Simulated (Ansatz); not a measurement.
Computed with Ansatz, DFT PBE, scalar-relativistic, plane waves, PAW. Cutoff 420 eV, Γ-centred 10×10×10 mesh (8-atom cell), Gaussian smearing of 0.10 eV, no spin polarisation.

Formation energies are uncorrected and count from the elements' standard states at the same level.

Problem. Give a relaxed trial structure of a cubic metal that holds Zr and 2 more elements, with a formation energy near −0.88 eV/atom and about 12 Å³ per atom, in a cell of 8 atoms. Its symmetry should be I-43m (No. 217).

Solution. Zr3ScN4, space group I-43m (No. 217). Zr has 4 N at 2.38 Å, 4 N at 2.61 Å, 2 Sc at 2.86 Å and 4 Zr at 2.86 Å; Sc has 4 N at 2.14 Å, 4 N at 2.81 Å and 6 Zr at 2.86 Å; around N lie 1 Sc at 2.14 Å, 3 Zr at 2.38 Å and 3 Zr at 2.61 Å.

```
Zr Sc N
1.0
    -2.85862    2.85862    2.85862
     2.85862   -2.85862    2.85862
     2.85862    2.85862   -2.85862
Zr Sc N
3 1 4
Direct
  0.50000 0.00000 0.50000
  0.00000 0.50000 0.50000
  0.50000 0.50000 0.00000
  0.00000 0.00000 0.00000
  0.56796 0.56796 0.56796
  0.00000 0.43204 0.00000
  0.43204 0.00000 0.00000
  0.00000 0.00000 0.43204
```

- Volume per atom: 11.68 Å³
- Density: 6.66 g/cm³
- Energy over the elements: −0.88 eV/atom
- Gap on the 10×10×10 mesh of the 8-atom cell: 0 eV (a metal)

It was reached by relaxing an invented guess, and it needn't be the stable form of this composition. The answer needn't be unique; the calculation gave this one.

A structure relaxed within its symmetry needn't be a true minimum.
